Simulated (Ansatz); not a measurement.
Space group R-3c:H (No. 167). a = 5.089 Å, b = 5.089 Å, c = 14.543 Å, α = 90.00°, β = 90.00°, γ = 120.00°
```
atom site symmetry x y z
  In    6b       -3.  0.0000  0.0000  0.5000
   F   18e        .2  0.9871  0.6667  0.4167
```

Equation of state of this InF3 structure (not necessarily the ground state), with shape and atoms relaxed at each volume where symmetry leaves them free. The calculation used Ansatz, DFT LDA, scalar-relativistic, plane waves, PAW.

Plane waves to 420 eV, a k mesh through Γ of 6×6×6 on the computed 8-atom cell and Gaussian smearing (0.02 eV); no spin polarisation.

```csv
V (Å³/atom),E − E(largest V) (meV/atom),P (GPa),gap on mesh (eV)
11.961,21.84,7.32,4.28
12.369,7.10,4.41,4.26
12.776,-1.33,2.31,4.25
13.184,-5.26,0.88,4.26
13.592,-6.16,-0.02,4.27
14.000,-5.32,-0.59,4.24
14.408,-3.49,-0.92,4.23
14.951,0.00,-1.20,4.21
```

Fit a third-order Birch–Murnaghan equation to E(V).

V0 = 13.56 Å³/atom, B0 = 26 GPa, B0' = 15.4. B0' is unusual or poorly fixed by this range.